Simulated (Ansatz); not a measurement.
# YMg$_{3}$: computed properties

These are results of DFT r2SCAN, scalar-relativistic, plane waves, PAW (Ansatz 0.2.0), not measurements.

Settings: cutoff 500 eV, Γ-centred mesh 10×10×10 on the computed 4-atom cell, Gaussian smearing of 0.10 eV; no spin polarisation.

The structure is relaxed at this level of theory with its symmetry kept. Whether it is the stable form of this composition wasn't checked.

It takes space group P4/mmm (No. 123, tetragonal). The conventional cell has a = 4.745 Å, b = 4.745 Å, c = 4.508 Å, α = 90.00°, β = 90.00°, γ = 90.00°. Y (site symmetry 4/mmm) has 12 Mg at 3.27 to 3.36 Å as nearest neighbours. Mg (site symmetry mmm) is surrounded by 4 Y at 3.27 Å and 8 Mg at 3.27 to 3.36 Å. Mg (site symmetry 4/mmm) is surrounded by 8 Mg at 3.27 Å and 4 Y at 3.36 Å.

| Property | Result |
| --- | --- |
| Volume per atom | 25.37 Å³ |
| Generalised Kohn–Sham band gap | none (metal) |
| Density of states at the Fermi level | 3.30 states/eV per cell |
| Bulk modulus | 42 GPa |
| Its pressure derivative | 3.7 |
| Bader charges (e) | Y (1 in the cell) 1.01, Mg (2 in the cell) -0.35, Mg (1 in the cell) -0.32 |

Cost: 6 runs of about 13 core-minutes in all, on Arm Neoverse V1 (shared hosts).